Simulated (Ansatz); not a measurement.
Values for one crystal, relaxed and computed with the program Ansatz at the r²SCAN level (PAW); other levels are named.

* **Volume per atom**: 16.88 Å³
* **Electronic character**: metallic (no gap)
* **Pressure derivative B′**: 3.0
* **Formation energy from the elements (no fitted shifts)**: -0.38 eV/atom
* **Density of states at the Fermi level**: 0.04 states/eV per atom (mean over ±0.08 eV)
* **Bulk modulus (Birch–Murnaghan fit)**: 41.9 GPa
* **Gap with spin–orbit coupling**: none (metallic)

Problem. Which of these materials gives this?
(A) Mo2C, P-3m1 (Mo on 2d, C on 1b)
(B) SrAl2H2, P-3m1 (H on 2d, Al on 2d, Sr on 1a)
(C) Lu3AlN, anti-perovskite
(D) CoH, rock salt

Solution. B, SrAl2H2, P-3m1 (H on 2d, Al on 2d, Sr on 1a)

The workflow started from an entry of the Crystallography Open Database (COD). Whether it is the stable phase at ambient conditions was not checked. The cell was relaxed with r²SCAN under the symmetry of its start; whether a distortion lowers the energy is not shown. The references are the lowest solids computed at this level, not always the standard phases (solids in place of the gases). Scalar-relativistic: spin–orbit coupling is off unless named, which matters more the heavier the elements.

Potentials: the later of the program's two PAW sets.
